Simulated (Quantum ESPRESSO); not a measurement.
Field gradients of SnO2 from the PAW reconstruction of the field gradient on a scalar-relativistic PBE ground state (a modified build of Quantum ESPRESSO, JTH datasets), 22.5 Ha, k-mesh 5×5×7 through Γ:

```yaml
crystal:
  lattice:
    - [4.73800, 0.00000, 0.00000]
    - [0.00000, 4.73800, 0.00000]
    - [0.00000, 0.00000, 3.18650]
  atoms:
    - { symbol: Sn, position: [0.00000, 0.00000, 0.00000] }
    - { symbol: Sn, position: [0.50000, 0.50000, 0.50000] }
    - { symbol: O, position: [0.30549, 0.30549, 0.00000] }
    - { symbol: O, position: [0.19451, 0.80549, 0.50000] }
    - { symbol: O, position: [0.69451, 0.69451, 0.00000] }
    - { symbol: O, position: [0.80549, 0.19451, 0.50000] }
```
The cell was made here from an entry of the Crystallography Open Database (unchecked): atoms relaxed with PBE in the measured cell (PBE without dispersion, pw.x of Quantum ESPRESSO, symmetry kept).  Stability against distortions was not tested.

Vzz is the sum of three terms, each taken along its main axis: the smooth valence density, the ions (nucleus and frozen core) with the augmentation charges of all other spheres, and the all-electron minus smooth density in the atom's own sphere. The split hangs on the datasets.  Cores are frozen. Against all-electron runs on small test molecules, this scheme's |Vzz| missed by −2 to +6 % on O. Sn had no test against all-electron runs. Spin–orbit coupling is left out, a limit on Sn.

| site | smooth valence density | ions and other spheres | own sphere | Vzz (a.u.) |
|---|---|---|---|---|
| Sn (atoms 1, 2) | 0.109 | -0.108 | (withheld) | (withheld) |
| O (atoms 3, 4, 5, 6) | 0.104 | -0.373 | (withheld) | (withheld) |

Question: Complete the blanks.

Answer: 
- Sn (atoms 1, 2), own sphere: 0.550
- Sn (atoms 1, 2), Vzz (a.u.): 0.550
- O (atoms 3, 4, 5, 6), own sphere: -0.826
- O (atoms 3, 4, 5, 6), Vzz (a.u.): -1.095
